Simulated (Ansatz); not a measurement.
Values for one crystal, relaxed and computed with DFT-PBE in the program Ansatz with PAW potentials; other levels are named.

| Quantity | Result |
|---|---|
| Volume per atom | 14.53 Å³ |
| Electronic character | metallic (no gap) |
| Young's modulus | 336 GPa |
| Elastic constants (relaxed ions, GPa) | C11 = 339, C12 = 120, C13 = 152, C33 = 482, C44 = 168 |
| Pressure derivative B′ | 4.4 |
| Zone-centre stability | no imaginary mode at Γ |
| Gap with spin–orbit coupling | none (metallic) |

**Question.** Which of these materials gives this?
A. SiGe, P4/nmm (Ge on 2c, Si on 2a)
B. BiB, rock salt
C. HfC, rock salt
D. MoP, P-6m2 (Mo on 1a, P on 1d)

**Answer.** D, MoP, P-6m2 (Mo on 1a, P on 1d)

Symmetry was held in the PBE relaxation. No spin polarisation was allowed. As this level gives no gap, shear constants depend on the k-mesh and smearing (Fermi–Dirac, 0.1 eV here). Spin–orbit coupling is left out wherever it is not named.

Potentials: the later of the program's two PAW sets.
